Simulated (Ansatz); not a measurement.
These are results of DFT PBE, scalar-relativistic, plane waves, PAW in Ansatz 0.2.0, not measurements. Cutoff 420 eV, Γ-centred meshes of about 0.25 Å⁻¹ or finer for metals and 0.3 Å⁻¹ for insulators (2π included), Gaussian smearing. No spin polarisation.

All energies are static (0 K, no zero-point motion).

Two forms of P₄C were relaxed alike.

1.

```
CELL_PARAMETERS angstrom
-2.69082 2.69082 2.93195
2.69082 -2.69082 2.93195
2.69082 2.69082 -2.93195
ATOMIC_POSITIONS crystal
P 0.33187 0.05192 0.86154
P 0.19037 0.47032 0.13846
P 0.52968 0.66813 0.72005
P 0.94808 0.80963 0.27995
C 0.00000 0.00000 0.00000
```

2.

```
CELL_PARAMETERS angstrom
-2.49669 2.52732 3.33200
2.49669 -2.52732 3.33200
2.49669 2.52732 -3.33200
ATOMIC_POSITIONS crystal
P 0.74934 0.74934 0.00000
P 0.25066 0.25066 0.00000
P 0.16722 0.66722 0.50000
P 0.83278 0.33278 0.50000
C 0.00000 0.00000 0.00000
```

Problem. Which would you expect to be lower, and how large is the difference?

Solution. Cell 1 is lower, by 61 meV/atom. Cell 1 has space group I-4 (No. 82), 17.0 Å³/atom and a gap of 0.36 eV on its mesh; cell 2 has space group Immm (No. 71), 16.8 Å³/atom and no gap. Counting P atoms around C (those within 1.25 times the shortest such distance or 1.15 times the sum of covalent radii, 1.27 where that leaves under three), cell 1 has C 4 and cell 2 has C 2. Cell 1 holds P–P nets (shortest 2.28 Å); cell 2 holds P–P pairs (shortest 2.23 Å). Even the lower one lies +0.62 eV/atom against the reference forms of the elements (uncorrected), so neither is stable at this level. Both come from trial cells of a structure search, whose lowest cell (C2/m, 22.4 Å³/atom) lies 0.40 eV/atom below the lower of the two.

Kohn–Sham gaps at this level usually fall short of measured ones. Trial moments fell under 0.15 μB along the way in Immm; another start might hold them. Small gaps are read on the mesh alone, and bands can cross between its points. Cells relaxed within their symmetry can be saddle points. Some types were kept out of the candidates beforehand, so the set may lack a known form.
